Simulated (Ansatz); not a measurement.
TiSi2:
Space group Fddd, origin choice 1 (No. 70); a = 4.7745 Å, b = 8.2256 Å, c = 8.5299 Å, α = β = γ = 90.00°

```
atom  site  symmetry       x       y       z
----  ----  --------  ------  ------  ------
Si     16f       .2.  0.0000  0.3379  0.0000
Ti      8a       222  0.0000  0.0000  0.0000
```
(The calculation used a cell of 6 atoms; values per cell refer to that cell.)

Relaxed at zero pressure with the program Ansatz at the r²SCAN level (PAW).

Question: The volume is lowered by 3 % and shape and atoms relax at that volume. What pressure results, and how do the axes share the change?

Answer: 4.8 GPa; a -1.1 %, b -1.2 %, c -0.8 %; the energy rises by 6 meV/atom.

Question: Give the new structure.

Answer: 
Space group Fddd, origin choice 1 (No. 70); a = 4.724 Å, b = 8.126 Å, c = 8.465 Å, α = 90.00°, β = 90.00°, γ = 90.00°

```
atom  site  symmetry       x       y       z
----  ----  --------  ------  ------  ------
Si     16f       .2.  0.0000  0.3377  0.0000
Ti      8a       222  0.0000  0.0000  0.0000
```

The phase is kept; no other phase was compared at this pressure.

The cell was relaxed with r²SCAN under the symmetry of its start. The run is not spin-polarised.

Potentials: the later of the program's two PAW sets.
